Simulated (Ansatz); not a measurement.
HfC (rock salt)

```
CELL_PARAMETERS angstrom
      0.00000     4.64070     4.64070
      2.32035     2.32035     4.64070
      2.32035     2.32035     0.00000
ATOMIC_POSITIONS crystal
  C  0.00000 0.00000 0.00000
  C  0.50000 0.00000 0.00000
  Hf 0.00000 0.50000 0.50000
  Hf 0.50000 0.50000 0.50000
```

A phonon eigenvector at X = (0.5, 0.5, 0.0) is frozen into this cell: atom i moves by Q times the vector below, so Q is the largest atomic displacement, in Å. The cell is held. (q is in reciprocal vectors of the primitive cell; the cell shown is doubled to hold the pattern.)

| atom | x | y | z |
|---|---|---|---|
| C1 | 0.000 | 0.000 | 1.000 |
| C2 | 0.000 | 0.000 | -1.000 |
| Hf3 | 0.000 | 0.000 | 0.004 |
| Hf4 | 0.000 | 0.000 | -0.004 |

Method: r2SCAN (plane waves to 500 eV, PAW, scalar-relativistic; Ansatz, a quantum-chemistry and plane-wave program). k mesh 17×17×17 (Γ-centred), Fermi-Dirac smearing 0.05 eV. Energies are smeared free energies. With partly filled bands, energies and forces of such displacements shift with the k mesh and the smearing. HfC is run without spin polarisation. HfC was relaxed with its symmetry unable to fall. Spin-orbit coupling is left out, though Hf is heavy. The zero of ΔE is the undisplaced structure. The last digit holds for this mesh only.

| Q (Å) | ΔE (meV/cell) |
|---|---|
| -0.1000 | 154.4 |
| -0.0833 | 106.9 |
| -0.0667 | withheld |
| -0.0500 | 38.4 |
| -0.0333 | 17.0 |
| -0.0167 | 4.3 |
| 0.0000 | 0.0 |
| 0.0167 | 4.3 |
| 0.0333 | 17.0 |
| 0.0500 | 38.4 |
| 0.0667 | withheld |
| 0.0833 | 106.9 |
| 0.1000 | 154.4 |

**Question.** Fit an even polynomial form (powers 2, 4) to the given rows and predict ΔE at Q = 0.0667.

**Answer.** Least squares on the 11 given rows: ΔE = (15330)·Q² + (10980)·Q⁴, in meV/cell with Q in Å; root-mean-square residual 0.01 meV/cell. At 0.0667 the fit gives 68.4 meV/cell; the calculation gives 68.3 meV/cell, so the interpolation is off by 0.1 (+0.1 %). The quadratic term alone would give 68.2 meV/cell.

(For displaced atoms, the force is minus the slope of the energy, and its curvature is a force constant, which sets phonon frequencies.)
